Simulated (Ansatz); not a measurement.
CuI:
```xyz
4
Lattice="3.9576 0.0000 0.0000 0.0000 3.9576 0.0000 0.0000 0.0000 6.1802" Properties=species:S:1:pos:R:3 pbc="T T T"
Cu     0.0000     0.0000     3.0901
Cu     1.9788     1.9788     3.0901
I      0.0000     1.9788     4.7651
I      1.9788     0.0000     1.4151
```

Relaxed with LDA. Special points in fractions of this cell's reciprocal vectors: Γ (0.000, 0.000, 0.000); X (0.000, 0.500, 0.000); M (0.500, 0.500, 0.000); Z (0.000, 0.000, 0.500); R (0.000, 0.500, 0.500); A (0.500, 0.500, 0.500).

List the band energies nearest the valence-band maximum at these points for DFT-LDA in the program Ansatz with PAW potentials.

In eV from the valence-band maximum; about four levels below and three above (degenerate sets whole), none deeper than 8.9 eV; points with the same levels are listed once.

```csv
k,below,above
Γ,-1.49 -1.08 0.00 0.00,1.48 2.98 3.24
X,-1.51 -1.51 -0.63 -0.63,3.84 3.84 4.70 4.70
M,-2.09 -2.09 -2.09 -2.09 -1.42 -1.42,2.26 2.26 2.39 2.39
Z,-1.60 -1.60 -1.49 -0.53 -0.53,3.32 3.48 3.55
R,-0.93 -0.93 -0.58 -0.58,2.02 2.02 5.13 5.13
A,-2.09 -2.09 -1.27 -1.27,4.09 4.09 4.28 4.28
```

Space group P4/nmm. The cell is a constructed one: a structure type filled with these elements; the Crystallography Open Database copy checked does not list it. It is not the phase usual at ambient conditions (space group No. 216). Symmetry was held in the LDA relaxation; phonons on a q-mesh show weakly imaginary modes. The run is not spin-polarised. A crystal of weakly bound layers computed without a dispersion correction: the cell and the soft elastic constants depend strongly on that. Spin–orbit coupling is left out wherever it is not named.

Potentials: the later of the program's two PAW sets.
